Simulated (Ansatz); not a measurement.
PtGe (MnP type, space group Pnma)

```yaml
crystal:
  lattice:
    - [5.81870, 0.00000, 0.00000]
    - [0.00000, 3.75708, 0.00000]
    - [0.00000, 0.00000, 6.17516]
  atoms:
    - { symbol: Pt, position: [0.99778, 0.25000, 0.19239] }
    - { symbol: Pt, position: [0.49778, 0.25000, 0.30761] }
    - { symbol: Pt, position: [0.00222, 0.75000, 0.80761] }
    - { symbol: Pt, position: [0.50222, 0.75000, 0.69239] }
    - { symbol: Ge, position: [0.18633, 0.25000, 0.58845] }
    - { symbol: Ge, position: [0.68633, 0.25000, 0.91155] }
    - { symbol: Ge, position: [0.81367, 0.75000, 0.41155] }
    - { symbol: Ge, position: [0.31367, 0.75000, 0.08845] }
```

The slice is a (1 0 -1) plane (indices of the conventional cell) through the point (0.502, 0.750, 0.692) (fractional), spanned by u = [010] and v = [101] in vectors of this cell: u (3.76 Å) and v (8.48 Å, at 90° to u). It covers one period; positions are fractions (u, v).

The numbers are results of PBE (plane waves to 420 eV, PAW, scalar-relativistic; Ansatz, a quantum-chemistry and plane-wave program), not measurements. k mesh 8×12×8. Inside the PAW spheres the values are not all-electron values, and peaks at nuclei hang on which shells count as valence. PtGe is run without spin polarisation. PtGe was relaxed with its symmetry unable to fall. Spin-orbit coupling is left out, though Pt is heavy.

Problem. Predict the map of the valence electron density on the slice.

Solution. 
```
|887766442222112222446677|
|776655332222222222335566|
|554433332222222222333344|
|332222222233333322222222|
|111122223333333333222211|
|001111223333333333221111|
|000011112233333322111100|
|000000112222332222110000|
|000000112222222222110000|
|000011112233333322111100|
|111111223344444433221111|
|111122335566666655332211|
|112222446677777766442222|
|112233446688888866443322|
|111122446677887766442211|
|111122335566776655332211|
|111111223344554433221111|
|111111223333333333221111|
|111111222233333322221111|
|111111223344444433221111|
|111122334466776644332211|
|111122335588998855332211|
|222222335577997755332222|
|333333334455665544333333|
|554433333333443333333344|
|776655333322222233335566|
|887766443322222233446677|
|888866443322112233446688|
```
Scale: ten equal steps from -1.38 (start of '0') to 1.59 (end of '9'), in the order '0123456789'. Values: log₁₀ of the valence density in e/Å³. The map has 12 points along u (two characters each, u = 0 at the left) and 28 along v (v = 0 in the bottom row). The scale is logarithmic, as a density can span decades between atoms and voids.
